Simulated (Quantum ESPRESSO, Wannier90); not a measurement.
**Tight-binding from DFT: PbI2 (CdI2 type)**

Materials Project entry mp-22893; symmetrised, unrelaxed at this level. COD (Crystallography Open Database) has the formula in 4 space groups, this one among them (matched by group alone). Computed values, not measurements, from PBEsol: Quantum ESPRESSO (norm-conserving PseudoDojo potentials, cutoff 56 Ry, no spin polarisation, no spin-orbit coupling) on a Γ-centred 12×12×4 mesh, then Wannier90. Density: 12×12×4 mesh, cold smearing 0.01 Ry. Spin-orbit coupling is left out although heavy elements are present.

```
begin unit_cell_cart
ang
    4.6126901213    0.0000000000    0.0000000000
   -2.3063450607    3.9947068249    0.0000000000
    0.0000000000    0.0000000000    7.2570300000
end unit_cell_cart
mp_grid = 12 12 4
```

Neighbour vectors b of the finite-difference formula (Å⁻¹), by shell:

```
shell       b_x       b_y       b_z
-----  --------  --------  --------
1       0.00000   0.13107   0.00000
1       0.11351   0.06554   0.00000
1       0.00000  -0.13107   0.00000
1       0.11351  -0.06554   0.00000
1      -0.11351  -0.06554   0.00000
1      -0.11351   0.06554   0.00000
2       0.00000   0.00000   0.21645
2       0.00000   0.00000  -0.21645
```

Problem. Find the weights w_b from the completeness condition Σ_b w_b b_α b_β = δ_αβ.

Solution. Shell 1: Σ b_x² = 0.052, Σ b_y² = 0.052, Σ b_z² = 0.000 Å⁻²
Shell 2: Σ b_x² = 0.000, Σ b_y² = 0.000, Σ b_z² = 0.094 Å⁻²
Each of the three diagonal sums, weighted, has to give 1 and the off-diagonal ones 0, which holds for w_1 = 19.4 Å², w_2 = 10.7 Å². Check on xx: 19.40×0.052 + 10.67×0.000 = 1.01.

On this mesh the 9 functions of bands 6-14 (valence bands; start: SCDM (isolated), conv_tol = 1.0e-6) end with spreads 2.1461, 2.1461, 2.1447, 2.1447, 2.1445, 2.1445, 1.9808, 1.9808, 2.1630 Å², Ω_I = 16.9934 Å² and Ω_D = 0.0064 Å².

Ω_total is the sum of the spreads, 18.995 Å². Ω_OD = Ω_total − Ω_I − Ω_D = 1.995 Å². Only (Ω_D + Ω_OD)/Ω_total = 10.5 % depends on the gauge, and another start could lower the total by that share at most. The rms radius is √(Ω_total/9) = 1.45 Å.
